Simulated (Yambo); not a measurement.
## Convergence of the G0W0 gap of Te

G0W0@LDA for Te (space group P3_121, No. 152) in Yambo. Reference settings: 3×3×2 Γ-centred k mesh, 204 bands and a 8 Ry block in the screening, 204 bands in G with the Bruneval-Gonze terminator, plasmon pole fitted at 27.2 eV. The LDA gap H → H on this mesh is 0.29 eV; G0W0 gaps are taken between the same points.

```json
[
 {"change from the reference": "reference settings", "G0W0 gap H → H (eV)": "0.71", "shift of the valence edge (eV)": "-0.70", "rough Yambo cost": "1"},
 {"change from the reference": "77 bands in W, 77 bands in G", "G0W0 gap H → H (eV)": "0.72", "shift of the valence edge (eV)": "-0.46", "rough Yambo cost": "about 1/3"},
 {"change from the reference": "132 bands in W, 132 bands in G", "G0W0 gap H → H (eV)": "0.71", "shift of the valence edge (eV)": "-0.62", "rough Yambo cost": "within a factor of two"},
 {"change from the reference": "77 bands in G", "G0W0 gap H → H (eV)": "0.71", "shift of the valence edge (eV)": "-0.65", "rough Yambo cost": "–"},
 {"change from the reference": "132 bands in G", "G0W0 gap H → H (eV)": "0.71", "shift of the valence edge (eV)": "-0.69", "rough Yambo cost": "–"},
 {"change from the reference": "96 bands in W", "G0W0 gap H → H (eV)": "0.72", "shift of the valence edge (eV)": "-0.57", "rough Yambo cost": "about 1/2"},
 {"change from the reference": "1 Ry block", "G0W0 gap H → H (eV)": "0.56", "shift of the valence edge (eV)": "-0.20", "rough Yambo cost": "within a factor of two"},
 {"change from the reference": "3 Ry block", "G0W0 gap H → H (eV)": "0.60", "shift of the valence edge (eV)": "-0.42", "rough Yambo cost": "within a factor of two"},
 {"change from the reference": "7 Ry block", "G0W0 gap H → H (eV)": "0.71", "shift of the valence edge (eV)": "-0.68", "rough Yambo cost": "within a factor of two"},
 {"change from the reference": "pole fitted at 15 eV", "G0W0 gap H → H (eV)": "0.69", "shift of the valence edge (eV)": "-0.59", "rough Yambo cost": "–"},
 {"change from the reference": "no random integration", "G0W0 gap H → H (eV)": "0.70", "shift of the valence edge (eV)": "-0.53", "rough Yambo cost": "–"},
 {"change from the reference": "77 bands in G, no terminator", "G0W0 gap H → H (eV)": "0.70", "shift of the valence edge (eV)": "-0.24", "rough Yambo cost": "–"},
 {"change from the reference": "132 bands in G, no terminator", "G0W0 gap H → H (eV)": "0.71", "shift of the valence edge (eV)": "-0.50", "rough Yambo cost": "–"},
 {"change from the reference": "no terminator", "G0W0 gap H → H (eV)": "0.71", "shift of the valence edge (eV)": "-0.61", "rough Yambo cost": "–"}
]
```

The reference isn't shown to be the converged limit. Costs are rough (shared machines), scaled to the same edge states, and given only for runs that recompute the screening.

Without spin-orbit coupling, band edges of such heavy elements can be off by tenths of an eV. So small a LDA gap in heavy elements may be inverted, where one-shot corrections to single bands mislead.

The standard potential for Te keeps a d shell in the valence without the s and p states of that shell. In tests on such compounds this moved G0W0 gaps by up to about 0.9 eV, so absolute quasiparticle energies here are unreliable; differences between settings are what counts.

Geometry of the Materials Project entry, not relaxed at this level; primitive cell a = b = 4.601 Å, c = 5.900 Å, α = β = 90.00°, γ = 120.00°.

A shift is the quasiparticle energy of the state minus its LDA energy.

The distance between layers or molecules is the database entry's, not relaxed here. Functionals without dispersion can leave it too large, which widens gaps and weakens the response across layers: the numbers belong to this cell.
